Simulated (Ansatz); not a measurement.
Name crystals whose computed values (PBEsol in the plane-wave PAW code Ansatz) fall in these windows: Θ_D (K) 130 to 170; highest Γ mode, no LO–TO term (cm⁻¹) 140 to 180.



```csv
crystal,Θ_D (K),"highest Γ mode, no LO–TO term (cm⁻¹)"
"TePt, NiAs type",157,159
"NaBi, L1₀ or tetragonal B2",164,161
"CsHgBr3, cubic perovskite",140,150
"Cd2TeSe, R3m (Cd on 3a, Cd on 3a, Te on 3a, Se on 3a)",169,175
"AgAu3, Cu3Au type",170,160
```
Others may fit too.

Standing as an ambient phase not checked: TePt, NiAs type; NaBi, L1₀ or tetragonal B2; CsHgBr3, cubic perovskite; Cd2TeSe, R3m (Cd on 3a, Cd on 3a, Te on 3a, Se on 3a); AgAu3, Cu3Au type. All cells were relaxed under the symmetry of their starts (and spin orders); stability against distortions was not tested throughout. Rows with no word on spin ran without spin polarisation. Spin–orbit coupling is left out wherever it is not named.

Potentials: the later of the program's two PAW sets.
